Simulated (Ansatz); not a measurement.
GaCuSe$_{2}$:
```
CELL_PARAMETERS angstrom
     -2.78490     2.78490     5.53702
      2.78490    -2.78490     5.53702
      2.78490     2.78490    -5.53702
ATOMIC_POSITIONS crystal
  Cu 0.75000 0.25000 0.50000
  Cu 0.00000 0.00000 0.00000
  Ga 0.25000 0.75000 0.50000
  Ga 0.50000 0.50000 0.00000
  Se 0.11683 0.12500 0.49183
  Se 0.63317 0.62500 0.50817
  Se 0.37500 0.88317 0.00817
  Se 0.87500 0.36683 0.99183
```

Relaxed with PBEsol. Special points in fractions of this cell's reciprocal vectors: Γ (0.000, 0.000, 0.000); X (0.000, 0.000, 0.500); P (0.250, 0.250, 0.250); N (0.000, 0.500, 0.000); M (0.500, 0.500, -0.500); S (0.313, 0.687, -0.313); S0 (-0.313, 0.313, 0.313); R (-0.126, 0.126, 0.500); G (0.500, 0.500, -0.126).

Problem. List the band energies nearest the valence-band maximum at these points for PBEsol with spin–orbit coupling in the plane-wave PAW code Ansatz.

Solution. In eV from the valence-band maximum; about four levels below and three above (degenerate sets whole), none deeper than 8.9 eV; points with the same levels are listed once.

```tsv
k	below	above
Γ	-0.07 -0.07 0.00 0.00	0.08 0.08 1.73 1.73
X	-0.58 -0.58 -0.57 -0.57	0.96 0.96 1.01 1.01
P	-0.81 -0.81 -0.77 -0.73	1.37 1.44 1.44
N	-1.27 -1.27 -0.66 -0.66	2.09 2.09 2.44 2.44
M	-1.03 -1.03 -1.03 -1.03	1.65 1.65 1.65 1.65
S	-0.87 -0.84 -0.69 -0.69	1.78 1.82 2.25 2.26
R	-0.80 -0.80 -0.79 -0.79	1.25 1.25 1.30 1.30
```

Space group I-42d (chalcopyrite). Symmetry was held in the PBEsol relaxation. No spin polarisation was allowed.

Potentials: the later of the program's two PAW sets.
